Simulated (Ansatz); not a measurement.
**Ti2AlC: a fit and a missing row**

Ti2AlC, P6_3/mmc, a = 3.055 Å, c = 13.718 Å. The structure is a Materials Project entry; whether it is the stable form wasn't checked. Ansatz: r2SCAN, PAW, 500 eV, Γ-centred 12×12×4 mesh on 8 atoms, Gaussian smearing 0.10 eV; no spin polarisation. Shape and atoms are relaxed at each volume; pressure is positive in compression.

```tsv
V (Å³/atom)	P (GPa)
13.026	10.31
13.442	4.77
13.858	0.02
14.273	-4.05
14.689	?
```

**Question.** Take V0 = 13.858 Å³/atom, count pressures from its P0 = 0.02 GPa, fit the third-order Birch–Murnaghan form to the other rows, and predict the missing pressure.

**Answer.** With the Eulerian strain f = ½[(V0/V)^(2/3) − 1] and y = (P − P0)/[3f(1 + 2f)^(5/2)], the form is the line y = B0 + 1.5 B0 (B0′ − 4) f. Rows (f, y): 0.02107, 146.8; 0.01026, 146.7; -0.00974, 146.3. Means f = 0.007197, y = 146.60; Σ(Δf)² = 0.0004887, ΣΔfΔy = 0.008162; the slope is their ratio. y = 146.5 + 16.70 f GPa, so B0 = 146.5 GPa and B0′ = 4 + 2 × (16.70)/(3 × 146.5) = 4.08. At V = 14.689, f = -0.01904, y = 146.18 and P = -7.56 GPa. The run gave -7.50 GPa, so the fit is 0.06 GPa too low, a small miss on the scale of the series. The form still works here, 33 % of the fitted range beyond its end.